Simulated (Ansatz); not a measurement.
BP (zinc blende, space group No. 216), LDA in the plane-wave PAW code Ansatz. The conduction-band minimum lies on the Γ–X line, 83 % of the way from Γ, with 6 equivalent valleys. Second derivatives d²E/dk² of the lowest band at one valley (eV·Å²), along Cartesian directions:

| direction | d²E/dk² |
|---|---|
| [100] | 6.009 |
| [010] | 34.00 |
| [001] | 34.00 |
| [110] | 20.01 |
| [101] | 20.01 |
| [011] | 33.91 |

Question: Find the principal effective masses, the density-of-states mass and the conductivity mass.

Answer: Off-diagonal terms follow from H_xy = H[110] − (H_xx + H_yy)/2, and m*/mₑ = 7.620 eV·Å² over each eigenvalue: 0.22, 0.22, 1.3. One valley's DOS mass (m₁m₂m₃)^(1/3) = 0.40, conductivity mass 3/(Σ 1/mᵢ) = 0.31 mₑ.

Question: What effective density of states Nc follows at 300 K for parabolic valleys?

Answer: Nc = 2.509e19 × 6 × (0.40)^(3/2) ≈ 3.8e19 cm⁻³.

Question: With the computed static dielectric constant 9.35 (mean of the diagonal), estimate a hydrogenic donor's binding energy and radius.

Answer: E = 13.606 eV × 0.31/9.35² ≈ 48 meV; a = 0.529 Å × ε/m* ≈ 16 Å. Semilocal masses tend to be too small where the gap is.

Question: With ε∞ = 9.18 and ω_LO = 828 cm⁻¹, what Fröhlich coupling constant follows?

Answer: α = (1/ε∞ − 1/ε0) √(m* × 13.606 eV/ħω_LO) = 0.012.

Space group F-43m (zinc blende). Symmetry was held in the LDA relaxation; phonons on a q-mesh show no instability.

Potentials: the earlier of the program's two PAW sets.
